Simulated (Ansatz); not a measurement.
In PBEsol in the plane-wave PAW code Ansatz, CuCl in the orthorhombic phase (Pnma; Cu on 4c, Cl on 4c) relaxes to a = 7.227 Å, b = 3.735 Å, c = 5.515 Å. Against the elements it lies at -0.33 eV/atom, with no fitted shifts.

It is gapped at this level: 0.64 eV (direct). The valence maximum lies at Γ and the conduction minimum at Γ. HSE06 on the same cell gives 2.29 eV. Electrons at the band edge weigh 0.28, 0.45, 0.45 mₑ (principal values). The hole mass is 0.36, 1.8, 9.5 mₑ (principal values). The magnetic state found is non-magnetic (starting moments vanished).

The elastic constants imply a Debye temperature near 201 K. Without the LO–TO term the highest mode at Γ lies at 262 cm^-1.

The start of the workflow was typed in or built on a structure type; neither database checked (COD, Materials Project) lists it. It is not the phase usual at ambient conditions (space group No. 216). Symmetry was held in the PBEsol relaxation; of distortions, only those at the zone centre were tested, and some modes there are weakly imaginary. The workflow began spin-polarised and lost its moments. The references are the lowest solids computed at this level, not always the standard phases (solids in place of the gases).

Potentials: the later of the program's two PAW sets.
